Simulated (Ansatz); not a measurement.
Ansatz (an electronic-structure program) input:

Ansatz 0.2 input:
```yaml
crystal:
  lattice:
    - [4.8044540278, 0.0, 0.0]
    - [0.0, 4.866764991, 0.0]
    - [-0.8651529004, 0.0, 4.9664769708]
  atoms:
    - { symbol: Ti, position: [0.277000225, 0.4454772101, 0.7146036382] }
    - { symbol: Ti, position: [0.722999775, 0.5545227899, 0.2853963618] }
    - { symbol: Ti, position: [0.722999775, 0.9454772101, 0.7853963618] }
    - { symbol: Ti, position: [0.277000225, 0.0545227899, 0.2146036382] }
    - { symbol: O, position: [0.4463528713, 0.7420354367, 0.963276387] }
    - { symbol: O, position: [0.5536471287, 0.2579645634, 0.036723613] }
    - { symbol: O, position: [0.5536471287, 0.2420354366, 0.536723613] }
    - { symbol: O, position: [0.4463528713, 0.7579645633, 0.463276387] }
    - { symbol: O, position: [0.063479582, 0.3222475413, 0.3523597672] }
    - { symbol: O, position: [0.936520418, 0.6777524587, 0.6476402328] }
    - { symbol: O, position: [0.936520418, 0.8222475413, 0.1476402328] }
    - { symbol: O, position: [0.063479582, 0.1777524587, 0.8523597672] }
kpoints:
  mp_grid: { grid: [4, 4, 4] }
hamiltonian:
  xc: hse06
  pseudopotentials: { azcp: { folder: ./paw }, kind: paw }
scf:
  n_extra_bands: 12
  occupations: { method: fixed }
output:
  eigenvalues: true
  eigenstates:
    e_range: [-9.0, 12.1]
    kpoints:
      - [0.0, 0.0, 0.0]  # VBM
      - [0.5, 0.0, 0.0]  # CBM
      - [0.0, 0.0, 0.0]  # GAMMA
      - [0.0, 0.5, 0.0]  # Z
      - [0.0, 0.0, 0.5]  # B
      - [-0.5, 0.0, 0.0]  # Y_2
      - [-0.5, 0.5, 0.0]  # C_2
      - [0.0, 0.5, 0.5]  # D
      - [-0.5, 0.0, 0.5]  # A
      - [-0.5, 0.5, 0.5]  # E
```

Output (shortened):

```
Pseudopotential: Ti, paw, valence charge 12
Pseudopotential: O, paw, valence charge 6
Functional definition: HSE06
davidson cushion auto → on  (no smearing: the cushion is to keep the highest requested band from converging to the state above it …
Crystal: 12 atoms, lattice volume = 116.127 Å³
Basis set: ecut = 420 eV, 2279 PW (Γ)
Bands: 60, of which v1, the nominal top of the filled ones, is band 48 counted from 1 (47 counted from 0)
Symmetry: 4 space group operations
Space group: P21/c (ITA 14), of the structure as read, at distance tolerance 4.9e-5 Å
k-points: 30 of 64
SCF iter   1: F=—  HF=-14554.349505 eV  |F-HF|=—  |Δ(HF+E_count)|=         —  Δρ=6.24e-2  dr2=4.37e0  ethr=1.00e-1  ⟨swp⟩=3.0  Hψ=5252  notcnv=0
preconditioner: auto → none
SCF iter   2: F=—  HF=-14554.631944 eV  |F-HF|=—  |Δ(HF+E_count)|=   2.82e-1  Δρ=6.44e-2  dr2=3.95e0  ethr=4.55e-3  ⟨swp⟩=4.2  Hψ=5315  notcnv=0  defer=1
SCF iter   3: F=—  HF=-14554.367897 eV  |F-HF|=—  |Δ(HF+E_count)|=   2.64e-1  Δρ=3.74e-2  dr2=1.75e0  ethr=4.12e-3  ⟨swp⟩=3.0  Hψ=4341  notcnv=0
SCF iter   4: F=—  HF=-14554.254748 eV  |F-HF|=—  |Δ(HF+E_count)|=   1.13e-1  Δρ=2.00e-2  dr2=4.96e-1  ethr=1.82e-3  ⟨swp⟩=2.0  Hψ=3960  notcnv=0
SCF iter   5: F=—  HF=-14554.236111 eV  |F-HF|=—  |Δ(HF+E_count)|=   1.86e-2  Δρ=9.41e-3  dr2=1.16e-1  ethr=5.16e-4  ⟨swp⟩=3.0  Hψ=4283  notcnv=0
iter 6 solved again at ethr=7.38e-7 eV; its pass at ethr=1.21e-4 eV (dr2=7.08e-4 eV) is discarded
SCF iter   6: F=—  HF=-14554.222365 eV  |F-HF|=—  |Δ(HF+E_count)|=   1.37e-2  Δρ=1.20e-3  dr2=7.07e-4  ethr=7.38e-7  ⟨swp⟩=4.0  Hψ=10518  notcnv=0
SCF iter   7: F=-14554.222296 eV  HF=-14554.222399 eV  |F-HF|=1.03e-4  |Δ(HF+E_count)|=   3.34e-5  Δρ=5.08e-4  dr2=2.53e-4  ethr=7.37e-7  ⟨swp⟩=3.0  Hψ=4325  notcnv=0
SCF 1 stopped early in 7 iterations: F = -14554.222296 eV  dr2 = 2.53e-4
Crystal: 12 atoms, lattice volume = 116.127 Å³
Exchange kernel: α = 0.2500, screened, ω = 0.2079 Å⁻¹, Wigner–Seitz truncation, v(0) = 1044.9197 eV·Å³, q-mesh 4×4×4, nearest image of the exchange supercell L …
Frozen-core exchange: fock
SCF iter   1: F=—  HF=-14551.685484 eV  |F-HF|=—  |Δ(HF+E_count)|=         —  Δρ=3.82e-2  dr2=2.35e0  ethr=2.64e-6  ⟨swp⟩=7.0  Hψ=10189  notcnv=0
preconditioner: auto → none
SCF iter   2: F=—  HF=-14551.105435 eV  |F-HF|=—  |Δ(HF+E_count)|=   5.80e-1  Δρ=1.07e-2  dr2=1.75e-1  ethr=2.64e-6  ⟨swp⟩=5.1  Hψ=7941  notcnv=0
SCF iter   3: F=—  HF=-14551.166202 eV  |F-HF|=—  |Δ(HF+E_count)|=   6.08e-2  Δρ=4.85e-3  dr2=3.84e-2  ethr=2.64e-6  ⟨swp⟩=5.0  Hψ=7465  notcnv=0
SCF iter   4: F=—  HF=-14551.164980 eV  |F-HF|=—  |Δ(HF+E_count)|=   1.22e-3  Δρ=4.79e-3  dr2=3.40e-2  ethr=2.64e-6  ⟨swp⟩=4.0  Hψ=6770  notcnv=0
SCF iter   5: F=—  HF=-14551.158032 eV  |F-HF|=—  |Δ(HF+E_count)|=   6.95e-3  Δρ=7.59e-4  dr2=1.14e-3  ethr=2.64e-6  ⟨swp⟩=4.0  Hψ=5629  notcnv=0
SCF iter   6: F=—  HF=-14551.162768 eV  |F-HF|=—  |Δ(HF+E_count)|=   4.74e-3  Δρ=1.68e-3  dr2=3.08e-3  ethr=6.25e-7  ⟨swp⟩=4.0  Hψ=6546  notcnv=0
SCF iter   7: F=—  HF=-14551.162099 eV  |F-HF|=—  |Δ(HF+E_count)|=   6.70e-4  Δρ=4.39e-4  dr2=2.52e-4  ethr=6.25e-7  ⟨swp⟩=4.0  Hψ=5304  notcnv=0
SCF iter   8: F=-14551.162038 eV  HF=-14551.162045 eV  |F-HF|=6.90e-6  |Δ(HF+E_count)|=   5.38e-5  Δρ=7.85e-5  dr2=2.88e-5  ethr=2.40e-7  ⟨swp⟩=3.0  Hψ=4231  notcnv=0
SCF 2 stopped early in 8 iterations: F = -14551.162038 eV  dr2 = 2.88e-5
hybrid outer 1: dexx = +1.112e-1 eV, tail = 3.00e-4 eV
Crystal: 12 atoms, lattice volume = 116.127 Å³
Exchange kernel: α = 0.2500, screened, ω = 0.2079 Å⁻¹, Wigner–Seitz truncation, v(0) = 1044.9197 eV·Å³, q-mesh 4×4×4, nearest image of the exchange supercell L …
Frozen-core exchange: fock
SCF iter   1: F=—  HF=-14551.160241 eV  |F-HF|=—  |Δ(HF+E_count)|=         —  Δρ=1.67e-4  dr2=2.93e-5  ethr=1.56e-6  ⟨swp⟩=3.1  Hψ=4488  notcnv=0
preconditioner: auto → none
iter 2 solved again at ethr=7.53e-10 eV; its pass at ethr=2.78e-8 eV (dr2=7.23e-7 eV) is discarded
SCF iter   2: F=—  HF=-14551.160238 eV  |F-HF|=—  |Δ(HF+E_count)|=   2.87e-6  Δρ=4.12e-5  dr2=1.60e-6  ethr=7.53e-10  ⟨swp⟩=3.0  Hψ=9417  notcnv=0
SCF iter   3: F=—  HF=-14551.160246 eV  |F-HF|=—  |Δ(HF+E_count)|=   7.86e-6  Δρ=3.62e-5  dr2=1.57e-6  ethr=7.53e-10  ⟨swp⟩=5.2  Hψ=6359  notcnv=0  defer=12
SCF iter   4: F=-14551.160245 eV  HF=-14551.160245 eV  |F-HF|=9.04e-9  |Δ(HF+E_count)|=   3.99e-7  Δρ=4.86e-6  dr2=3.75e-8  ethr=7.53e-10  ⟨swp⟩=4.0  Hψ=5318  notcnv=0
SCF 3 converged in 4 iterations: F = -14551.160245 eV  dr2 = 3.75e-8
hybrid outer 2: dexx = +8.268e-6 eV, tail = 1.99e-7 eV, Δε = 2.95e-3 eV (about 7.87e-5 eV left of the loop's levels)
NSCF: frozen V_eff on 10 k-points
hybrid SCF converged: 2 outer / 12 inner (+7 warm-up), last move |dexx| = 8.27e-6 eV, tail = 1.99e-7 eV
Stability not checked (fock_operator)
Free energy (F): -14551.160245 eV
Frozen-core exchange: fock
Harris-Foulkes:  -14551.160245 eV  (|F-HF|=9.04e-9)
Internal energy: -14551.160245 eV  (E = F + TS)
E sigma→0 (E₀):  -14551.160245 eV
Fermi energy:    9.288884 eV
--- Per-component energies (eV) ---
  E_band       = -895.318517
  E_kinetic    = 2475.423399
  E_local      = -5876.505554  (includes V_loc(G=0)·N_el)
  E_nonlocal   = 625.162306
  E_hartree    = 2213.793826
  E_xc         = -838.662939
  E_vxc        = -1052.796770  (∫ρ·V_xc dr)
  E_exx        = -314.355632  (= α·E_x^exact, valence–valence)
  E_paw        = -5345.647136  (= ΣΔE_a)
  E_vpaw       = -865.486490  (= ΣTr[D̂ρ^β])
  E_aug_tail   = 0.005893  (compensation charges beyond the density's cutoff)
  E_ewald      = -7489.473377
  E_core_change = -0.901030  (= ΣΔE_core)
  E_smearing   =  0.000000  (= −TS)
  E_closure    = 0.000000  (closes the sum)
  Σ components = -14551.160245   (vs F -14551.160245, Δ=1.82e-12)
  [band-id]    e_kinetic+e_local+e_nonlocal+2·e_hartree+e_vxc+2·e_exx+e_vpaw+e_augmentation_tail = -895.320829   (vs E_band -895.318517, Δ=-2.31e-3)
--- Band table (eV; the first three rows and the last of 30) ---
  k-point 0: bands = ["-51.6483", "-51.6103", "-51.6082", "-51.6063", "-26.4535", "-26.4330", "-26.4113", "-26.3274", "-26.2563", "-26.2216", "-26.2029", "-26.1769", "-26.1639", "-26.1607", "-26.1105", "-26.0636", "-11.0890", "-9.3434", "-9.2485", "-8.9482", …
  k-point 1: bands = ["-51.6424", "-51.6141", "-51.6097", "-51.6068", "-26.4263", "-26.4056", "-26.3923", "-26.3495", "-26.2741", "-26.2248", "-26.2173", "-26.1797", "-26.1525", "-26.1458", "-26.1156", "-26.1032", "-10.8616", "-9.6299", "-9.1793", "-8.9999", …
  k-point 2: bands = ["-51.6283", "-51.6283", "-51.6082", "-51.6082", "-26.3873", "-26.3873", "-26.3574", "-26.3574", "-26.2850", "-26.2850", "-26.1836", "-26.1836", "-26.1576", "-26.1576", "-26.1250", "-26.1250", "-10.2789", "-10.2789", "-9.0497", "-9.0497", …
  k-point 29: bands = ["-51.6234", "-51.6234", "-51.6131", "-51.6131", "-26.4335", "-26.4335", "-26.4292", "-26.4292", "-26.2307", "-26.2307", "-26.1480", "-26.1480", "-26.1470", "-26.1470", "-26.1090", "-26.1090", "-9.8921", "-9.8921", "-9.4600", "-9.4600", …
```

Cost: around 6 core-minutes (rough) on shared cores.

The points marked VBM and CBM come from a semilocal run.

Space group P2_1/c. The workflow started from a Materials Project entry (that database holds measured and hypothetical structures alike); the Crystallography Open Database files this formula in space group No. 14, but the cells were not matched. It is not the phase usual at ambient conditions (space group No. 61, 136, 141). The cell was relaxed with r²SCAN under the symmetry of its start; of distortions, only those at the zone centre were tested. No spin polarisation was allowed.

Potentials: the earlier of the program's two PAW sets.

Ansatz is a plane-wave DFT program.
